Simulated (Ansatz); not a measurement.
**HfB (Fm-3m)**

Method: DFT PBE, scalar-relativistic, plane waves, PAW (Ansatz 0.2.0).

Plane waves to 420 eV, a k mesh through Γ of 24×24×24 on the computed 2-atom cell and Gaussian smearing (0.10 eV); no spin polarisation.

The structure is relaxed at this level of theory with its symmetry kept, and needn't be the ground state of this composition.

```cif
data_structure
_symmetry_space_group_name_H-M 'Fm-3m'
_symmetry_Int_Tables_number 225
_cell_length_a 4.8340
_cell_length_b 4.8340
_cell_length_c 4.8340
_cell_angle_alpha 90.000
_cell_angle_beta 90.000
_cell_angle_gamma 90.000
_cell_volume 112.96
loop_
_atom_site_label
_atom_site_type_symbol
_atom_site_symmetry_multiplicity
_atom_site_Wyckoff_symbol
_atom_site_fract_x
_atom_site_fract_y
_atom_site_fract_z
_atom_site_occupancy
Hf1 Hf 4 b 0.00000 0.00000 0.50000 1
B1 B 4 a 0.00000 0.00000 0.00000 1
```

**Question.** Formation energy from the elements' standard states (uncorrected)?

**Answer.** -0.417 eV/atom.

**Question.** Kohn–Sham band gap?

**Answer.** none (metal).

**Question.** Density of states at the Fermi level?

**Answer.** 1.1 states/eV per cell.

**Question.** Orbital (Löwdin) character within 0.5 eV of the Fermi level?

**Answer.** Hf 5d 52 %, B 2p 45 %.

**Question.** Bader charge by site (e)?

**Answer.** Hf (1 in the cell) 1.61, B (1 in the cell) -1.61.

Spin-orbit coupling is left out, which matters for the bands of heavy elements.

The cell was reached from a generator's guess, though it ends in a space group that the Crystallography Open Database lists for this formula. Löwdin shares on free-atom orbitals overweight diffuse shells.
